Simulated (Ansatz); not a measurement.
**Fields on a plane of Al2Au (fluorite type, space group Fm-3m)**

```
Al2Au
1.0
    0.00000     2.97832     2.97832
    2.97832     0.00000     2.97832
    2.97832     2.97832     0.00000
Al Au
2 1
Cartesian
  1.48916   1.48916   1.48916
  4.46748   4.46748   4.46748
  0.00000   0.00000   0.00000
```

The slice is a {110} plane (indices of the conventional cell) through the point (0.000, 0.000, 0.000) (fractional), spanned by u = [100] and v = [1 -1 -1] in vectors of this cell: u (4.21 Å) and v (5.96 Å, at 90° to u). It covers one period; positions are fractions (u, v).

Atoms on it: Al at (0.50, 0.75); Al at (0.50, 0.25); Au at (0.00, 0.00).

Method: LDA (plane waves to 420 eV, PAW, scalar-relativistic; Ansatz, an electronic-structure program). k mesh 14×14×14. Inside the PAW spheres the values are not all-electron values, and peaks at nuclei hang on which shells count as valence. Al2Au was relaxed with its symmetry unable to fall. Spin-orbit coupling is left out, though Au is heavy.

```
|xxx754567777765457xx|
|xx76556888788865567x|
|77654689876789864567|
|65545799731379975455|
|444568982xxx28986544|
|44567984xxxxx4897654|
|44567861xxxxx1687654|
|34456641xxxxx1466544|
|223344420xxx02444332|
|11123343221223433211|
|00012345566655432100|
|00001245677765421000|
|00001235677765321000|
|00001235677765321000|
|00001235677765321000|
|00001245677765421000|
|00012345566655432100|
|11123343221223433211|
|223344420xxx02444332|
|34456641xxxxx1466544|
|44567861xxxxx1687654|
|44567984xxxxx4897654|
|444568982xxx28986544|
|65545799731379975455|
|77654689876789864567|
|xx76556888788865567x|
|xxx754567777765457xx|
|xxx754567777765457xx|
```
Scale: ten equal steps from 0.01 (start of '0') to 0.71 (end of '9'), in the order '0123456789'. Values: electron localisation function (ELF). The map has 20 points along u (one character each, u = 0 at the left) and 28 along v (v = 0 in the bottom row). Points within 0.5 Å of a nucleus are blanked (x), as the pseudised field means little there.

| v \ u | 0.00 | 0.15 | 0.30 | 0.45 | 0.60 | 0.75 | 0.90 |
|---|---|---|---|---|---|---|---|
| 0.96 | x | x | 3.5 | 4.5 | 5.0 | <1.0 | x |
| 0.86 | x | <1.0 | <1.0 | x | x | 1.9 | x |
| 0.75 | 7.3 | 6.4 | x | x | x | <1.0 | 7.1 |
| 0.64 | 9.0 | 7.7 | <1.0 | x | x | 3.9 | 8.5 |
| 0.54 | 9.3 | 8.9 | 7.1 | 4.5 | 5.2 | 7.9 | 9.1 |
| 0.43 | 9.2 | 8.6 | 5.7 | <1.0 | 2.2 | 7.0 | 9.0 |
| 0.32 | 8.8 | 7.3 | x | x | x | 2.0 | 8.2 |
| 0.21 | 4.8 | 5.3 | x | x | x | <1.0 | 5.3 |
| 0.11 | x | x | 2.0 | x | x | 1.4 | x |
| 0.00 | x | x | 3.6 | 5.6 | 5.9 | <1.0 | x |

Values: electrostatic potential energy of an electron, from the cell's mean, in eV. Points within 1 Å of a nucleus are blanked (x), as the pseudised field means little there. Values under 1 eV are set to 1. The zero, the cell's mean, hangs on the PAW cores.

Density on the Al–Au line (2.58 Å) at its midpoint: 0.42 e/Å³
ELF at that point: 0.5
ELF maximum in the middle third of the Al–Au line: 0.71, 1.0 Å from Al
